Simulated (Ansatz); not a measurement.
The start is a generated cell, NbP placed in the AFLOW prototype AB_cI16_199_a_a (B_a). A full variable-cell relaxation at zero pressure is run with PBEsol (plane waves to 420 eV, PAW, scalar-relativistic; Ansatz, an electronic-structure program). The first steps use a coarse 5×5×5 k-mesh.

Initial structure:
```
CELL_PARAMETERS angstrom
     -3.13264     3.13264     3.13264
      3.13264    -3.13264     3.13264
      3.13264     3.13264    -3.13264
ATOMIC_POSITIONS crystal
  P  0.91200 0.91200 0.91200
  P  0.50000 0.00000 0.58800
  P  0.00000 0.58800 0.50000
  P  0.58800 0.50000 0.00000
  Nb 0.43060 0.43060 0.43060
  Nb 0.50000 0.00000 0.06940
  Nb 0.00000 0.06940 0.50000
  Nb 0.06940 0.50000 0.00000
```

Question: What pressure does the first self-consistent step give?

Answer: -3 GPa (negative: the cell is under tension).

Question: Which atoms feel the largest initial force, and how large is it?

Answer: About 2.4 eV/Å, on Nb5, Nb6, Nb7, Nb8 (atoms numbered as listed).

Question: How much energy is released per atom?

Answer: 0.49 to 0.50 eV/atom (the two k-meshes of the run give this range).

Question: How does the volume per atom move from start to end?

Answer: -5.0 %, from 15.37 to 14.60 Å³/atom.

Question: How do the shortest distances between atoms change?

Answer: The closest pairs of elements (up to four, under 3.6 Å), start → end: Nb–P 2.61 → 2.67 Å; P–P 2.64 → 3.08 Å; Nb–Nb 2.73 → 3.08 Å.

Question: Is the relaxed structure metallic? Give its gap.

Answer: Zero (metallic).

Question: What does it relax into? Give the structure.

Answer: 
Space group Pm-3m (No. 221); a = b = c = 3.079 Å, α = β = γ = 90.00°

```tsv
atom	site	symmetry	x	y	z
P	1a	m-3m	0.0000	0.0000	0.0000
Nb	1b	m-3m	0.5000	0.5000	0.5000
```

Final values are on a 15×15×15 k-mesh of the relaxed cell. No spin polarisation in the result.

The run could not lose the symmetry of its start; a randomly shaken copy of 4 atoms returns to this structure.

The relaxed structure here is a generated cell of NbP: the first start was made by placing the elements on the sites of a structure type, and the end was not matched to a known phase here, so it may be hypothetical.
